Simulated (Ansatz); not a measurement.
CaPbF₆ (space group Fm-3m)

```xyz
8
Lattice="0.0000 4.3110 4.3110 4.3110 0.0000 4.3110 4.3110 4.3110 0.0000" Properties=species:S:1:pos:R:3 pbc="T T T"
Ca     4.3110     4.3110     4.3110
Pb     0.0000     0.0000     0.0000
F      4.3110     4.3110     6.5552
F      4.3110     4.3110     2.0669
F      6.5552     4.3110     4.3110
F      2.0669     4.3110     4.3110
F      4.3110     6.5552     4.3110
F      4.3110     2.0669     4.3110
```

This relaxed cell (volume V₀) is scaled evenly in all directions, its shape held. The atoms relax within the cell's symmetry.

These are r2SCAN (plane waves to 500 eV, PAW, scalar-relativistic; Ansatz, a program for electronic structure) values and carry that method's errors. k mesh 7×7×7 (Γ-centred), Fermi-Dirac smearing 0.05 eV. Compression counts positive. CaPbF6 was relaxed with its symmetry unable to fall. Spin-orbit coupling is left out, though Pb is heavy.

At one point of the scan the stress tensor (GPa) is:

```
   15.7      0.0      0.0
    0.0     15.7      0.0
    0.0      0.0     15.7
```

Task: Which point is it?
(A) V/V₀ = 0.904
(B) V/V₀ = 0.872
(C) V/V₀ = 0.936
(D) V/V₀ = 0.840

Result: D, V/V₀ = 0.840

(A scan under strain: stresses follow from slopes of the energy per volume, elastic moduli from its curvatures.)
